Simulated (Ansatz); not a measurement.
BaTiO3 (cubic perovskite, Pm-3m) at seven volumes, DFT-r²SCAN in the program Ansatz with PAW potentials, scaled uniformly. One row is withheld.

```tsv
V (Å³/atom)	P (GPa)
11.596	21.03
11.979	12.84
12.361	5.89
12.743	0.00
13.125	-5.01
13.508	?
13.890	-12.85
```

Problem. Fit the shown pressures and predict the withheld one.

Solution. P = (3/2)B₀(x^(7/2) − x^(5/2))[1 + (3/4)(B′ − 4)(x − 1)] with x = (V₀/V)^(2/3). Least squares on the six rows gives V₀ = 12.743 Å³/atom, B₀ = 181 GPa, B′ = 4.45. At V = 13.508, x = 0.9619 and P = -9.27 GPa. The run itself gave -9.25 GPa.

This is a known high-temperature phase of the composition, computed here at zero pressure and temperature. The r²SCAN relaxation kept the symmetry of its start. At this level the phase is dynamically unstable (imaginary phonons). The run is not spin-polarised. Spin–orbit coupling is left out wherever it is not named.

Potentials: the later of the program's two PAW sets.
